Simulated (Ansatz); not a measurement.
Li (hcp (Mg type), P6_3/mmc) under volume change, plane-wave PAW LDA (Ansatz code), shape and atoms relaxed at each volume.

```json
[
 {"V (Å³/atom)": "17.256", "E − E(relaxed) (meV/atom)": "8.1", "P (GPa)": "1.65"},
 {"V (Å³/atom)": "17.825", "E − E(relaxed) (meV/atom)": "…", "P (GPa)": "…"},
 {"V (Å³/atom)": "18.394", "E − E(relaxed) (meV/atom)": "0.8", "P (GPa)": "0.47"},
 {"V (Å³/atom)": "18.963", "E − E(relaxed) (meV/atom)": "0.0", "P (GPa)": "-0.01"},
 {"V (Å³/atom)": "19.532", "E − E(relaxed) (meV/atom)": "0.8", "P (GPa)": "-0.43"},
 {"V (Å³/atom)": "20.101", "E − E(relaxed) (meV/atom)": "…", "P (GPa)": "…"},
 {"V (Å³/atom)": "20.670", "E − E(relaxed) (meV/atom)": "6.4", "P (GPa)": "-1.13"}
]
```

**Question.** What belongs in the gaps?

**Answer.** 
- 17.825, E − E(relaxed) (meV/atom): 3.4
- 17.825, P (GPa): 1.02
- 20.101, E − E(relaxed) (meV/atom): 3.0
- 20.101, P (GPa): -0.80

**Question.** What does a third-order Birch–Murnaghan fit give for V₀, B₀ and B′?

**Answer.** V₀ = 18.95 Å³/atom, B₀ = 15.0 GPa, B′ = 3.4.

The first step of the workflow began from a Materials Project structure, measured or hypothetical; the Crystallography Open Database files this formula in space group No. 194, but the cells were not matched. It is not the phase usual at ambient conditions (space group No. 229). The cell was relaxed with LDA under the symmetry of its start; of distortions, only those at the zone centre were tested.

Potentials: the later of the program's two PAW sets.
